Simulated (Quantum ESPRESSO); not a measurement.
```
CELL_PARAMETERS angstrom
      5.97484     0.00000     0.00000
      0.00000     5.97484     0.00000
      0.00000     0.00000    15.50000
ATOMIC_POSITIONS crystal
  Li 0.00000 0.50000 0.00000
  Li 0.50000 0.00000 0.00000
  S  0.78516 0.78516 0.07968
  S  0.78516 0.21484 0.92032
  S  0.21484 0.21484 0.07968
  S  0.21484 0.78516 0.92032
  W  0.00000 0.00000 0.00000
```

The layer was cut from Materials Project entry mp-753195 and relaxed with PBEsol in a cell 15.5 Å high, with the Coulomb interaction truncated along z.

Task: What does PBEsol (Quantum ESPRESSO, PseudoDojo norm-conserving, 74 Ry, without SOC) give for the electronic structure near the Fermi level?

Result: The PBEsol gap is indirect, 2.31 eV, from X to Γ; the smallest direct gap is 2.46 eV. The valence-band maximum lies 6.64 eV below the vacuum level. Spin-orbit coupling is left out, which matters for elements this heavy: edges can move by tenths of an eV.

This is a model layer cut from the bulk structure; whether it is stable on its own was not checked.
